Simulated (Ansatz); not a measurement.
Method: DFT PBE, scalar-relativistic, plane waves, PAW (Ansatz). All cells share a 420 eV cutoff and Γ-centred k meshes spaced about 0.3 Å⁻¹ or finer (0.25 for metals, 2π included). No spin polarisation.

All energies are static (0 K, no zero-point motion).

Two relaxed structures of Ga₂SnO₂:

A.

```yaml
crystal:
  lattice:
    - [3.18040, 0.00000, 0.00000]
    - [-1.59020, 2.75431, 0.00000]
    - [0.00000, 0.00000, 9.40157]
  atoms:
    - { symbol: Ga, position: [0.33333, 0.66667, 0.27463] }
    - { symbol: Ga, position: [0.66667, 0.33333, 0.72537] }
    - { symbol: Sn, position: [0.00000, 0.00000, 0.00000] }
    - { symbol: O, position: [0.66667, 0.33333, 0.34653] }
    - { symbol: O, position: [0.33333, 0.66667, 0.65347] }
```

B.

```yaml
crystal:
  lattice:
    - [1.58623, 0.91581, 10.27405]
    - [-1.58623, 0.91581, 10.27405]
    - [0.00000, -1.83162, 10.27405]
  atoms:
    - { symbol: Ga, position: [0.41718, 0.41718, 0.41718] }
    - { symbol: Ga, position: [0.58282, 0.58282, 0.58282] }
    - { symbol: Sn, position: [0.00000, 0.00000, 0.00000] }
    - { symbol: O, position: [0.77270, 0.77270, 0.77270] }
    - { symbol: O, position: [0.22730, 0.22730, 0.22730] }
```

Question: Which would you expect to be lower, and how large is the difference?

Answer: They are level within the accuracy (3 meV/atom apart, with A the lower in these runs). A has space group P-3m1 (No. 164), 16.5 Å³/atom and no gap on its mesh; B has space group R-3m (No. 166), 17.9 Å³/atom and no gap. Counting O atoms around Ga and Sn (those within 1.25 times the shortest such distance or 1.15 times the sum of covalent radii; the shortest distance is added where it is long for a bond), A and B both have Ga 3, Sn 6 from 3.7 Å. Both come from trial cells of a structure search, whose lowest cell (C2/c, 17.0 Å³/atom) lies 141 meV/atom below the lower of the two.

The k mesh leaves some 4 meV/atom of noise in the energy of each metallic cell. No dispersion correction is applied, so the spacing and binding between layers, chains or molecules are poorly described (P-3m1, R-3m), and this can change margins and order among such cells. With atoms moved at random, A (by 141 meV/atom) fell into a lower structure. B had no clear such test and can be a saddle point. Some candidate types were left out of the draw beforehand, so a known form may be missing.
